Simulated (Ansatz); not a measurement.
GaSb in space group P6_3mc (No. 186; Ga on 2b, Sb on 2b, Ga on 2a, Sb on 2a), DFT-r²SCAN in the program Ansatz with PAW potentials. The conduction-band minimum lies at Γ, with 1 equivalent valley. Second derivatives d²E/dk² of the lowest band at one valley (eV·Å²), along Cartesian directions:

```csv
direction,d²E/dk²
[100],310.2
[010],310.2
[001],298.4
[110],310.2
[101],304.4
[011],304.4
```

**Question.** Find the principal effective masses, the density-of-states mass and the conductivity mass.

**Answer.** Off-diagonal terms follow from H_xy = H[110] − (H_xx + H_yy)/2, and m*/mₑ = 7.620 eV·Å² over each eigenvalue: 0.025, 0.025, 0.026. One valley's DOS mass (m₁m₂m₃)^(1/3) = 0.025, conductivity mass 3/(Σ 1/mᵢ) = 0.025 mₑ.

**Question.** What effective density of states Nc follows at 300 K for parabolic valleys?

**Answer.** Nc = 2.509e19 × 1 × (0.025)^(3/2) ≈ 9.9e16 cm⁻³.

The start of the workflow was typed in or built on a structure type; the Crystallography Open Database copy checked does not list it. It is not the phase usual at ambient conditions (space group No. 216). The cell was relaxed with r²SCAN under the symmetry of its start; its stability against distortions is not shown here. Scalar-relativistic: spin–orbit coupling is off unless named, which matters more the heavier the elements.

Potentials: the earlier of the program's two PAW sets.

Edges and masses are those of Kohn–Sham bands, whose gap is no quasiparticle gap.
